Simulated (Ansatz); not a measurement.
PbO2:
```
CELL_PARAMETERS angstrom
      5.08153     0.00000     0.00000
      0.00000     5.08153     0.00000
      0.00000     0.00000     3.44358
ATOMIC_POSITIONS crystal
  Pb 0.00000 0.00000 0.00000
  Pb 0.50000 0.50000 0.50000
  O  0.30795 0.30795 0.00000
  O  0.69205 0.69205 0.00000
  O  0.19205 0.80795 0.50000
  O  0.80795 0.19205 0.50000
```

Relaxed with PBE. Special points in fractions of this cell's reciprocal vectors: Γ (0.000, 0.000, 0.000); X (0.000, 0.500, 0.000); M (0.500, 0.500, 0.000); Z (0.000, 0.000, 0.500); R (0.000, 0.500, 0.500); A (0.500, 0.500, 0.500).

**Question.** List the band energies nearest the Fermi level at these points for plane-wave PAW PBE (Ansatz code).

**Answer.** In eV from the Fermi level; about four levels below and three above (degenerate sets whole), none deeper than 8.9 eV; points with the same levels are listed once.

```csv
k,below,above
Γ,-0.63 -0.63 -0.55 -0.55,0.09 3.89 5.76 5.76
X,-0.65 -0.65 -0.36 -0.36,2.08 2.08 6.35 6.35
M,-0.68 -0.68 -0.46 -0.46,2.48 2.48 6.53 6.53
Z,-1.01 -1.01 -0.73 -0.73,3.40 3.40 8.60 8.60
R,-0.70 -0.70 -0.27 -0.27,3.67 3.67 7.02 7.02
A,-0.62 -0.62 -0.48 -0.48,2.55 2.55 8.13 8.13
```

Space group P4_2/mnm (rutile). The cell was relaxed with PBE under the symmetry of its start. Scalar-relativistic: spin–orbit coupling is off unless named, which matters more the heavier the elements.

Potentials: the later of the program's two PAW sets.
